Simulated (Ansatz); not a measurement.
ZrGa3:
```yaml
crystal:
  lattice:
    - [-1.97673, 1.97673, 8.73179]
    - [1.97673, -1.97673, 8.73179]
    - [1.97673, 1.97673, -8.73179]
  atoms:
    - { symbol: Zr, position: [0.88153, 0.88153, 0.00000] }
    - { symbol: Zr, position: [0.11847, 0.11847, 0.00000] }
    - { symbol: Ga, position: [0.00000, 0.50000, 0.50000] }
    - { symbol: Ga, position: [0.50000, 0.00000, 0.50000] }
    - { symbol: Ga, position: [0.75000, 0.25000, 0.50000] }
    - { symbol: Ga, position: [0.25000, 0.75000, 0.50000] }
    - { symbol: Ga, position: [0.62314, 0.62314, 0.00000] }
    - { symbol: Ga, position: [0.37686, 0.37686, 0.00000] }
```

This is the r²SCAN-relaxed structure.

All from DFT-r²SCAN in the program Ansatz with PAW potentials, unless another level is named. Predict the density of states at the Fermi level.

0.22 states/eV per atom (mean over ±0.08 eV).

Give the formation energy from the elements (no fitted shifts).

-0.52 eV/atom.

Space group I4/mmm. The first step of the workflow began from a Materials Project structure, measured or hypothetical; the Crystallography Open Database files this formula in space group No. 139, but the cells were not matched. Its standing as an ambient phase is unchecked. The r²SCAN relaxation kept the symmetry of its start; its stability against distortions is not shown here. The run is not spin-polarised. The references are the lowest solids computed at this level, not always the standard phases. Spin–orbit coupling is left out wherever it is not named.

Potentials: the earlier of the program's two PAW sets.
